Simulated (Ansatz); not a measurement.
GaSb:
```
CELL_PARAMETERS angstrom
      3.61477     0.00000     0.00000
      0.00000     3.61477     0.00000
      0.00000     0.00000     3.61477
ATOMIC_POSITIONS crystal
  Ga 0.00000 0.00000 0.00000
  Sb 0.50000 0.50000 0.50000
```

Relaxed with PBE. Special points in fractions of this cell's reciprocal vectors: Γ (0.000, 0.000, 0.000); X (0.000, 0.500, 0.000); M (0.500, 0.500, 0.000); R (0.500, 0.500, 0.500).

Question: List the band energies nearest the Fermi level at these points for DFT-PBE with spin–orbit coupling in the program Ansatz with PAW potentials.

Answer: In eV from the Fermi level; about four levels below and three above (degenerate sets whole), none deeper than 8.9 eV; … stands for higher levels left out; points with the same levels are listed once.

```tsv
k	below	above
Γ	-0.23 -0.23 -0.23 -0.23	4.24 4.24 4.24 4.24
X	-7.68 -7.68	1.37 1.37 2.04 2.04
M	-4.72 -4.72 -4.51 -4.51	2.82 2.82 5.24 5.24
R	-0.46 -0.46 -0.46 -0.46	18.09 18.09 …
```

Space group Pm-3m (CsCl type). The cell is a constructed one: a structure type filled with these elements; neither database checked (COD, Materials Project) lists it. It is not the phase usual at ambient conditions (space group No. 216). The PBE relaxation kept the symmetry of its start; its stability against distortions is not shown here.

Potentials: the earlier of the program's two PAW sets.
